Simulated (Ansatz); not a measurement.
LiF (rock salt), relaxed with PBE (Ansatz, a quantum-chemistry and plane-wave program, plane waves, PAW): a = b = c = 4.068 Å, α = β = γ = 90.00°.

| Item | Value |
|---|---|
| gap (eV) | 8.84 |
| B₀ by P(V) fit (GPa) | 67.0 |

Task: The same phase is relaxed and computed with HSE06 in the same code. What are the cell and these values now?

Result: a = b = c = 4.010 Å, α = β = γ = 90.00°.

gap (eV): 11.53
B₀ by P(V) fit (GPa): 73.5

All cells were relaxed under the symmetry of their starts (and spin orders); stability against distortions was not tested throughout.

Potentials: the earlier of the program's two PAW sets.

Ansatz is a plane-wave DFT program.
